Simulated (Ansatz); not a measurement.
TaTe:
```xyz
4
Lattice="1.8150 -5.0615 0.0000 1.8150 5.0615 0.0000 0.0000 0.0000 4.7343" Properties=species:S:1:pos:R:3 pbc="T T T"
Te     1.8150    -1.3796     1.1836
Ta     1.8150    -4.2801     1.1836
Te     1.8150     1.3796     3.5507
Ta     1.8150     4.2801     3.5507
```

Relaxed with r²SCAN in the plane-wave PAW code Ansatz. Indices refer to the conventional cell of Cmcm, a = 3.630 Å, b = 10.123 Å, c = 4.734 Å, α = 90.00°, β = 90.00°, γ = 90.00°.

Problem. Simulate the powder diffraction pattern (Cu Kα, λ = 1.54184 Å; lines above 1 %) up to 2θ = 90°.

Solution. Simulated powder pattern, Cu Kα, λ = 1.54184 Å (kinematic, ideal powder, no thermal factors, no anomalous dispersion; the 30 strongest lines at most, above 1 %, up to 2θ = 90°):

```csv
2θ (°),d (Å),I/Imax (%),hkl
17.52,5.061,24,(020)
26.08,3.417,17,(110)
32.31,2.771,99,(111)
35.47,2.531,21,(040)
36.35,2.471,18,(130)
38.01,2.367,47,(002)
40.41,2.232,36,(041)
41.20,2.191,100,(131)
42.14,2.144,5.7,(022)
46.68,1.946,7.8,(112)
50.27,1.815,21,(200)
52.97,1.729,13,(042)
53.61,1.710,12,(132)
58.04,1.589,7.0,(061)
63.03,1.475,7.8,(240)
64.72,1.440,20,(202)
65.11,1.433,13,(113)
66.39,1.408,17,(241)
70.04,1.343,15,(170)
70.30,1.339,7.2,(043)
70.85,1.330,21,(133)
76.03,1.252,9.1,(242)
78.19,1.222,4.6,(081)
80.29,1.196,5.5,(261)
81.29,1.184,5.4,(004)
82.57,1.168,19,(172)
82.90,1.165,6.9,(311)
83.97,1.153,3.3,(063)+(024)
88.24,1.107,12,(331)
89.46,1.095,3.3,(262)
```

The start of the workflow was typed in or built on a structure type; neither database checked (COD, Materials Project) lists it. Its standing as an ambient phase is unchecked. The r²SCAN relaxation kept the symmetry of its start; whether a distortion lowers the energy is not shown. No spin polarisation was allowed. Spin–orbit coupling is left out wherever it is not named.

Potentials: the earlier of the program's two PAW sets.
